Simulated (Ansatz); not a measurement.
# Relaxing a structure of ZnCu₂SnS₄

The start is a relaxed ZnCu2SnS4 cell shaken by Gaussian noise of σ = 0.08 Å a coordinate. Cell shape, volume and atoms are optimised at zero target pressure with r2SCAN (plane waves to 500 eV, PAW, scalar-relativistic; Ansatz, a quantum-chemistry and plane-wave program). The first steps use a coarse 5×5×6 k-mesh.

Input geometry:
```
CELL_PARAMETERS angstrom
     -2.70724     2.70724     5.41134
      2.70724    -2.70724     5.41134
      2.70724     2.70724    -5.41134
ATOMIC_POSITIONS crystal
  Cu 0.97839 0.01531 0.00384
  Cu 0.73760 0.24226 0.50276
  Zn 0.24540 0.74195 0.46240
  Sn 0.51696 0.50664 0.01156
  S  0.64707 0.64174 0.51358
  S  0.08895 0.13033 0.47979
  S  0.36261 0.90027 0.01487
  S  0.88671 0.38024 0.99182
```

Task: What is the largest force in the starting geometry, and on which atom (counted from 1)?

Result: 1.89 eV/Å, on S5 (atoms numbered as listed).

Task: How much energy is released per atom?

Result: 0.06 eV/atom.

Task: How do the shortest distances between atoms change?

Result: The closest pairs of elements (up to four, under 3.6 Å), start → end: Cu–S 2.17 → 2.30 Å; S–Zn 2.25 → 2.34 Å; S–Sn 2.31 → 2.44 Å.

Task: Is the relaxed structure metallic? Give its gap.

Result: 0.47 eV, direct at Γ (no spin-orbit coupling).

It ends as:

```cif
data_Cu4S8Sn2Zn2
_chemical_formula_sum 'Cu4 Zn2 Sn2 S8'
_space_group_name_H-M_alt 'I-4'
_space_group_IT_number 82
_space_group_name_Hall 'I -4'
_cell_length_a 5.41394
_cell_length_b 5.41394
_cell_length_c 10.82370
_cell_angle_alpha 90.000
_cell_angle_beta 90.000
_cell_angle_gamma 90.000
loop_
_atom_site_label
_atom_site_type_symbol
_atom_site_symmetry_multiplicity
_atom_site_Wyckoff_symbol
_atom_site_fract_x
_atom_site_fract_y
_atom_site_fract_z
_atom_site_occupancy
Cu1 Cu 2 c 0.00000 0.50000 0.25000 1
Cu2 Cu 2 b 0.00000 0.00000 0.50000 1
Zn1 Zn 2 a 0.00000 0.00000 0.00000 1
Sn1 Sn 2 d 0.50000 0.00000 0.25000 1
S1 S 8 g 0.24226 0.26438 0.12087 1
```
(The calculation used a cell of 8 atoms; values per cell refer to that cell.)

Final values are on a 9×9×9 k-mesh of the relaxed cell. No spin polarisation in the result.
